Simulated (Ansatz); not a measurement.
Structure: MgFBr (Janus 2H monolayer), at its r2SCAN minimum. The sheet's in-plane cell has a = 3.405 Å, b = 3.405 Å (γ = 120.0°), and its outermost atoms lie 2.77 Å apart along the normal. Mg is surrounded by 3 F at 2.20 Å and 3 Br at 2.65 Å; F is surrounded by 3 Mg at 2.20 Å and 1 Br at 2.77 Å; Br is surrounded by 3 Mg at 2.65 Å and 1 F at 2.77 Å.

```
CELL_PARAMETERS angstrom
3.40487 0.00000 0.00000
-1.70243 2.94870 0.00000
0.00000 0.00000 29.37415
ATOMIC_POSITIONS crystal
Mg 0.33333 0.66667 0.31515
F 0.66667 0.33333 0.34915
Br 0.66667 0.33333 0.25487
```
The sheet repeats along a and b alone.

3 runs of Ansatz 0.2.0 on this cell differ in the functional (and in the settings that go with it). Levels are in eV from each run's valence top; v1 is the last filled band, c1 the first empty one.

Run A, mean stress 0.0 N/m (compression positive):

| point | v4 | v3 | v2 | v1 | c1 | c2 |
| --- | --- | --- | --- | --- | --- | --- |
| Γ | -5.85 | -3.18 | 0.00 | 0.00 | 3.09 | 5.75 |
| M | -6.06 | -4.76 | -1.94 | -1.14 | 5.23 | 6.45 |
| K | -6.05 | -3.80 | -3.57 | -1.74 | 5.82 | 7.07 |

Run B, mean stress +0.8 N/m (compression positive):

| point | v4 | v3 | v2 | v1 | c1 | c2 |
| --- | --- | --- | --- | --- | --- | --- |
| Γ | -4.93 | -2.85 | 0.00 | 0.00 | 2.00 | 4.90 |
| M | -5.11 | -4.37 | -1.76 | -1.05 | 4.14 | 5.23 |
| K | -5.05 | -3.51 | -3.30 | -1.58 | 4.71 | 5.78 |

Run C, mean stress 0.0 N/m (compression positive):

| point | v4 | v3 | v2 | v1 | c1 | c2 |
| --- | --- | --- | --- | --- | --- | --- |
| Γ | -5.89 | -3.22 | 0.00 | 0.00 | 3.81 | 6.29 |
| M | -6.11 | -4.81 | -1.96 | -1.15 | 5.96 | 7.19 |
| K | -6.10 | -3.84 | -3.61 | -1.76 | 6.56 | 7.82 |

Problem. Match the runs to PBE, HSE06, PBE0.

Solution. A is HSE06, B is PBE, C is PBE0. In order of the gap: PBE 2.00, HSE06 3.09, PBE0 3.81 eV.

All values are calculated for a non-magnetic cell, which may be hypothetical.

The runs are scalar-relativistic, without spin-orbit coupling.

The stress of a hybrid is loosely converged in these runs.

The meshes of the hybrids are coarse, so their gaps aren't converged to the digits shown.

For some runs the program warns that the potential is rough where the density is thin, which bears on empty states near the vacuum.
